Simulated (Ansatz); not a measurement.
## Elastic constants of GaN: input and output

Level of theory: DFT LDA, scalar-relativistic, plane waves, PAW in Ansatz 0.2.0.

Launched with:
```bash
ansatz run input.yaml --threads 1 --pin off --max-ram 3072MiB --backend cpu --events-out ev --progress --plain --runs-dir out
```

Input (bare energies are in eV):
```yaml
crystal:
  lattice:
    - [3.1518084872, 0.0, 0.0]
    - [-1.5759042436, 2.7295462178, 0.0]
    - [0.0, 0.0, 5.1384146332]
  atoms:
    - { symbol: Ga, position: [0.3333333333, 0.6666666667, -0.0007033891] }
    - { symbol: Ga, position: [0.6666666667, 0.3333333333, 0.4992966109] }
    - { symbol: "N", position: [0.3333333333, 0.6666666667, 0.3757033891] }
    - { symbol: "N", position: [0.6666666667, 0.3333333333, 0.8757033891] }
basis:
  ecutwfc: 420
kpoints:
  mp_grid: { grid: [12, 12, 6] }
hamiltonian:
  xc: lda
scf:
  occupations: { method: fixed }
output:
  forces: true
  stress: true
  eigenvalues: true
  polarization: {}
elastic:
  mode: relaxed_ion
  stencil: two_point
```

From the output:
```
--- Elastic constants: 3 strain directions × 2 members + reference (group order 12) ---
  dense FFT box of the reference and of every strained cell: 24×24×36
  strains applied: 11, 33, 23; error gains: componentwise 1.00 (the most a stress slope's error grows in a printed constant), spectral 1.41 (1 for all six strains in a standard setting)
  C = ∂σ_k/∂η_j (tension-positive GPa; Voigt order 11 22 33 23 13 12):
       367.570    138.494    100.577      0.000     -0.000     -0.000
       138.494    367.570    100.577      0.000     -0.000     -0.000
       100.459    100.459    409.446      0.000     -0.000     -0.000
        -0.000      0.000      0.000     96.594     -0.000     -0.000
        -0.000      0.000     -0.000      0.000     96.594     -0.000
        -0.000      0.000     -0.000      0.000     -0.000    114.538
  reference stress σ⁰ (GPa):      0.005      0.005     -0.000     -0.000      0.000      0.000
  C* (energy form; C + prestress term) asymmetry max|C*_kj − C*_jk| = 1.243e-1 GPa — a small one proves nothing (zero by symmetry where the batch's group is 432, −43m or m−3m); a large one is finite-difference/SCF noise where every solve ...
  moduli (Voigt/Reuss/Hill, GPa): K = 202.63/202.62/202.63   G = 115.22/111.94/113.58   E = 287.09   ν = 0.264
  mechanically stable: yes (min eigenvalue of sym C = 96.59 GPa)
  e, the proper piezoelectric tensor (elastic.mode: relaxed_ion; C/m²; rows x y z; Voigt order 11 22 33 23 13 12):
      -0.00000    0.00000   -0.00000   -0.00000   -0.32369    0.00000
       0.00000   -0.00000   -0.00000   -0.32369   -0.00000    0.00000
      -0.46651   -0.46651    0.82003    0.00000   -0.00000   -0.00000
  ±, each entry's uncertainty from the finite density of the strings (C/m²), an estimate: the size of the correction for it that the entry includes:
       0.00000    0.00000    0.00000    0.00000    0.00230    0.00000
       0.00000    0.00000    0.00000    0.00230    0.00000    0.00000
       0.00289    0.00289    0.00296    0.00000    0.00000    0.00000
  the group's symmetry takes up to 2.5e-8 C/m² out of the measured responses: error of the strings' finite density and of the mesh across them, as far as it breaks the symmetry (raise kpoints.mp_grid and any string_points); the largest step ...
  strain η (Voigt 11):  stress-route row diagonal C_11 = 367.57 GPa, energy-path curvature d²(F+E_count+ΔE)/dδ²/Ω₀ = 366.71 GPa
         δ    σ_11 (GPa) F (eV) n_scf n_hpsi n_pw
    -2.000e-3      -0.7330       -8164.1891568       2   32378    877   relax 4 steps, max|allowed force component| 1.12e-5 eV/Å
     2.000e-3       0.7373       -8164.1891520       2   31536    879   relax 5 steps, max|allowed force component| 2.10e-6 eV/Å
  strain η (Voigt 33):  stress-route row diagonal C_33 = 409.45 GPa, energy-path curvature d²(F+E_count+ΔE)/dδ²/Ω₀ = 409.05 GPa
         δ    σ_33 (GPa) F (eV) n_scf n_hpsi n_pw
    -2.000e-3      -0.8209       -8164.1891261       2   14014    875   relax 5 steps, max|allowed force component| 8.36e-9 eV/Å
     2.000e-3       0.8168       -8164.1891622       2   14077    877   relax 4 steps, max|allowed force component| 1.13e-5 eV/Å
  strain η (Voigt 23):  stress-route row diagonal C_44 = 96.59 GPa, energy-path curvature d²(F+E_count+ΔE)/dδ²/Ω₀ = 96.12 GPa
         δ    σ_23 (GPa) F (eV) n_scf n_hpsi n_pw
    -2.000e-3      -0.1932       -8164.1893095       2   45617    877   relax 3 steps, max|allowed force component| 1.71e-5 eV/Å
     2.000e-3       0.1932       -8164.1893095       2   45964    877   relax 3 steps, max|allowed force component| 1.70e-5 eV/Å
--- Formal polarisation (Berry phase): one branch of a lattice of values; only differences between neighbouring runs are physical ---
  axis mesh electronic ionic p = total spread (rad) least overlap resolved gap  δp at fixed H ≤   (phases in cycles; p mod 1; gap in eV; gap and δp judge the states as solved, not the mesh's step, its ...
  b1    12×12×6        -0.00000000    18.00000000    18.00000000      0.000000         0.9165        2.1286           4.5e-6
  b2    12×12×6         0.00000000    18.00000000    18.00000000      0.000000         0.9165        2.1286           4.5e-6
  b3    12×12×6         0.99513297    12.73874577    13.73387874      0.155631         0.9045        2.1286           2.6e-6
  quantum along a1:   0.07129850 e/Å² =   114.232793 µC/cm²
  quantum along a2:   0.07129850 e/Å² =   114.232793 µC/cm²
  quantum along a3:   0.11623843 e/Å² =   186.234493 µC/cm²
  P = (  0.64168651,   1.11143364,   1.59640447) e/Å² = ( 1028.095137,  1780.713013,  2557.721943) µC/cm²  (mod the quanta)
```

It took 10 min on 1 thread of Intel(R) Xeon(R) Platinum 8259CL CPU @ 2.50GHz (Skylake/Cascade Lake), with other jobs on the host, peak memory 0.72 GiB.